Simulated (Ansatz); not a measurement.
**CuS in Ansatz, settings compared**

Input:

```yaml
crystal:
  lattice:
    - [3.81039752, 0.0, 0.0]
    - [0.0, 10.3179423, 0.0]
    - [0.0, 0.0, 3.70269255]
  atoms:
    - { symbol: S, position: [0.481, 0.8499, 0.25] }
    - { symbol: S, position: [0.519, 0.1501, 0.75] }
    - { symbol: S, position: [0.981, 0.6501, 0.75] }
    - { symbol: S, position: [0.019, 0.3499, 0.25] }
    - { symbol: Cu, position: [0.0765, 0.1232, 0.25] }
    - { symbol: Cu, position: [0.9235, 0.8768, 0.75] }
    - { symbol: Cu, position: [0.5765, 0.3768, 0.75] }
    - { symbol: Cu, position: [0.4235, 0.6232, 0.25] }
  symmetry: { tolerance: 0.0003 }
kpoints:
  mp_grid: { grid: [5, 2, 5], shift: [0, 0, 0] }
magnetization:
  spin_polarized: false
scf:
  occupations: { method: fermi_dirac }
hamiltonian:
  pseudopotentials: { kind: paw }
  xc: r2scan
basis:
  ecutwfc: 500
output:
  forces: true
  stress: true
  eigenvalues: true
```

Launch command:

```bash
ansatz run input.yaml --threads 1 --pin off --max-ram 2560MiB --backend cpu --events-out ev --progress --plain --runs-dir out
```

Origin of the cell: a known structure type with other elements, at an estimated volume, so it need not be a known compound.

The smearing width isn't typed, so it takes its default of 0.1 eV.

Output of this run (shortened):

```
SCF iter   1: F=—  HF=-30146.514008 eV  Δρ=3.22e-2  dr2=9.37e-1  dr2_τ=1.43e-2  defer=25
SCF iter   2: F=—  HF=-30146.549671 eV  Δρ=2.37e-2  dr2=5.22e-1  dr2_τ=1.14e-2  defer=55
SCF iter   3: F=—  HF=-30146.416546 eV  Δρ=6.77e-3  dr2=4.39e-2  dr2_τ=6.23e-4  defer=55
SCF iter   4: F=—  HF=-30146.410905 eV  Δρ=1.45e-3  dr2=3.40e-3  dr2_τ=7.14e-5  defer=55
SCF iter   5: F=—  HF=-30146.411565 eV  Δρ=6.68e-4  dr2=4.77e-4  dr2_τ=3.75e-5  defer=55
SCF iter   6: F=—  HF=-30146.411570 eV  Δρ=1.55e-4  dr2=3.57e-5  dr2_τ=7.50e-7  defer=55
SCF iter   7: F=—  HF=-30146.411570 eV  Δρ=4.68e-5  dr2=4.27e-6  dr2_τ=1.06e-7  defer=55
SCF iter   8: F=—  HF=-30146.411570 eV  Δρ=1.64e-5  dr2=4.94e-7  dr2_τ=1.03e-8  defer=55
SCF iter   9: F=-30146.411570 eV  HF=-30146.411570 eV  Δρ=3.15e-6  dr2=2.79e-8  dr2_τ=4.19e-10
SCF 1 converged in 9 iterations: F = -30146.411570 eV  dr2 = 2.79e-8
SCF converged after 9 iterations
Free energy (F): -30146.411570 eV
Harris-Foulkes:  -30146.411570 eV  (|F-HF|=7.98e-9)
Internal energy: -30146.191641 eV  (E = F + TS)
E sigma→0 (E₀):  -30146.301606 eV
Entropy (-TS):   -0.219929 eV (-27.491 meV/atom)
Fermi energy:    7.769930 eV
--- Per-component energies (eV) ---
  E_band       = -2123.834227
  E_kinetic    = 1601.123454
  E_local      = -22129.368054  (includes V_loc(G=0)·N_el)
  E_nonlocal   = 1727.042522
  E_hartree    = 9755.065039
  E_xc         = -685.014912
  E_vxc        = -849.811110  (∫ρ·V_xc dr)
  E_paw        = -9176.586790  (= ΣΔE_a)
  E_vpaw       = -2033.729019  (= ΣTr[D̂ρ^β])
  E_aug_tail   = 0.000577  (compensation charges beyond the density's cutoff)
  E_vtau       = 50.767851  (kinetic-family band-sum trace: ∫τ·v_τ [+ j·A + Jᵃ·Aᵃ] dr)
  E_ewald      = -11236.809978
  E_core_change = -1.643499  (= ΣΔE_core)
  E_smearing   = -0.219929  (= −TS)
  Σ components = -30146.411570   (vs F -30146.411570, Δ=0.00e0)
--- Forces (eV/Å), atoms counted from 1 ---
  atom   1  S      0.040869     0.546760    -0.000000
[… 2 lines left out …]
  atom   4  S     -0.040869     0.546760     0.000000
  atom   5  Cu     0.251465     0.506603     0.000000
  atom   6  Cu    -0.251465    -0.506603    -0.000000
  atom   7  Cu     0.251465    -0.506603     0.000000
  atom   8  Cu    -0.251465     0.506603    -0.000000
  max |Σ_I F_I| component: 0.00e0 eV/Å
--- Stress (GPa, compression-positive) ---
      -15.314821      -0.000000       0.000000
       -0.000000      -8.234663      -0.000000
        0.000000      -0.000000     -13.253166
  P = ⅓ Tr σ = -12.2676 GPa (-122.676 kbar)
```

The same input was run again with these changes:

1. `scf.mixing.algorithm` default → msr1; `scf.mixing.beta` default → 0.2; `scf.mixing.ndim` default → 16
2. `scf.initial_density.chi_scale` default → 0.3; `scf.mixing.preconditioner` default → kerker_dos; `basis.ecutwfc` 500 → "51.4 Ry"
3. `kpoints.mp_grid.shift` [0, 0, 0] → [0.5, 0.5, 0.5]; `scf.occupations.width` default → 0.1
4. `basis.ecutwfc` 500 → "400 eV"; `scf.initial_density.chi_scale` default → 0.0

| run | end | SCF iterations | P (GPa) | max force component (eV/Å) | moment (μB) | ΔE(σ→0) (meV/atom) |
| --- | --- | --- | --- | --- | --- | --- |
| base | converged | 9 | -12.27 | 0.547 | – | 0 |
| 1 | converged | 9 | -12.27 | 0.547 | – | 0.00 |
| 2 | converged | 12 | -12.27 | 0.546 | – | -1.08 |
| 3 | converged | 9 | -12.01 | 0.520 | – | 15.45 |
| 4 | converged | 11 | -12.26 | 0.547 | – | 3.23 |

Energies are compared only where functional, datasets, charge and starting cell are the same.

Caveats of the base run: no moments, though an odd count or open d shells may carry them; the k mesh is coarse if the cell is a metal.

Run 4: the cutoff lies below the datasets' advice.

The base run took 53 s on 1 thread of Arm Neoverse N1, with other jobs on the host, peak memory 0.76 GiB, from the program's own first density.
